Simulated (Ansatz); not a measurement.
Theory: DFT PBE, scalar-relativistic, plane waves, PAW (Ansatz 0.2.0). Cutoff 420 eV, Γ-centred meshes of about 0.25 Å⁻¹ or finer for metals and 0.3 Å⁻¹ for insulators (2π included), Gaussian smearing. No spin polarisation.

A search over trial structures of Ti2TeAs4 gave this relaxed cell.

```
CELL_PARAMETERS angstrom
3.66570 0.00000 0.00000
0.00000 3.66570 0.00000
0.00000 0.00000 10.44465
ATOMIC_POSITIONS crystal
Ti 0.50000 0.00000 0.30769
Ti 0.00000 0.50000 0.69231
Te 0.50000 0.50000 0.00000
As 0.50000 0.50000 0.50000
As 0.00000 0.00000 0.50000
As 0.50000 0.00000 0.77868
As 0.00000 0.50000 0.22132
```

Wave vectors count in units of this cell's reciprocal vectors.

**Question.** Is this structure dynamically stable?

**Answer.** No. The phonons at Γ go imaginary, to 69i cm⁻¹ at q = (0.00, 0.00, 0.00). (Phonon run: 8×8×4 k mesh, Gaussian smearing of 0.10 eV.) With atoms moved at random and symmetry off, it falls by 48 meV/atom into P-1 (No. 2). Conventional cell: a = 3.656 Å, b = 3.747 Å, c = 10.026 Å, α = 92.5°, β = 96.9°, γ = 91.0°. Around Ti lie 8 As at 2.71–2.83 Å and 1 Te at 3.06 Å; Te is surrounded by 2 As at 2.83 Å, 2 Ti at 3.06 Å and 2 As at 3.19 Å; As on its first site is surrounded by 4 As at 2.59–2.65 Å and 4 Ti at 2.71–2.76 Å; As on its second site is surrounded by 4 Ti at 2.73–2.83 Å, 1 Te at 2.83 Å and 1 Te at 3.19 Å.

```xyz
7
Lattice="3.6563 0.0000 0.0000 -0.0683 3.7468 0.0000 -1.2071 -0.4546 9.9425" Properties=species:S:1:pos:R:3 pbc="T T T"
Ti    0.8754    2.8479    2.0028
Ti    1.5055    0.4443    7.9397
Te    1.2246   -0.2273    4.9712
As    0.8951    0.9386    0.0150
As    1.4858    2.3536    9.9275
As   -0.3781    2.3530    7.0473
As    2.7590    0.9392    2.8952
```

Spin–orbit coupling, which can matter for Te, is left out. Phonons of metals hang on the k mesh and the smearing.
